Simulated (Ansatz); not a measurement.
Hf5Si3N:
```
Hf5Si3N
1.0
    7.79798     0.00000     0.00000
   -3.89899     6.75325     0.00000
    0.00000     0.00000     5.52654
Hf Si N
10 6 2
Direct
  0.00000   0.76468   0.75000
  0.00000   0.23532   0.25000
  0.23532   0.00000   0.25000
  0.76468   0.00000   0.75000
  0.23532   0.23532   0.75000
  0.76468   0.76468   0.25000
  0.66667   0.33333   0.50000
  0.33333   0.66667   0.50000
  0.33333   0.66667   0.00000
  0.66667   0.33333   0.00000
  0.00000   0.40519   0.75000
  0.00000   0.59481   0.25000
  0.59481   0.00000   0.25000
  0.40519   0.00000   0.75000
  0.59481   0.59481   0.75000
  0.40519   0.40519   0.25000
  0.00000   0.00000   0.50000
  0.00000   0.00000   0.00000
```

Relaxed with r²SCAN. Special points in fractions of this cell's reciprocal vectors: Γ (0.000, 0.000, 0.000); M (0.500, 0.000, 0.000); K (0.333, 0.333, 0.000); A (0.000, 0.000, 0.500); L (0.500, 0.000, 0.500); H (0.333, 0.333, 0.500).

List the band energies nearest the Fermi level at these points for r²SCAN (plane waves, PAW; program Ansatz).

In eV from the Fermi level; about four levels below and three above (degenerate sets whole), none deeper than 8.9 eV; points with the same levels are listed once.

```tsv
k	below	above
Γ	-1.14 -1.14 -0.77 -0.77 -0.46	0.58 0.58 1.52
M	-0.71 -0.44 -0.26 -0.18	0.17 0.80 1.02
K	-1.06 -1.06 -0.71 -0.45	0.21 0.21 0.51 0.51
A	-0.93 -0.93 -0.93 -0.93	0.71 0.71 1.20 1.20 1.20 1.20
L	-0.84 -0.84 -0.21 -0.21	0.10 0.10 0.87 0.87
H	-0.55 -0.55 -0.55 -0.55 -0.10 -0.10	0.93 0.93 1.35 1.35 1.35 1.35
```

Space group P6_3/mcm. The first step of the workflow began from a Materials Project structure, measured or hypothetical; the Crystallography Open Database copy checked does not list it. Its standing as an ambient phase is unchecked. The r²SCAN relaxation kept the symmetry of its start; whether a distortion lowers the energy is not shown. The run is not spin-polarised. Scalar-relativistic: spin–orbit coupling is off unless named, which matters more the heavier the elements.

Potentials: the later of the program's two PAW sets.
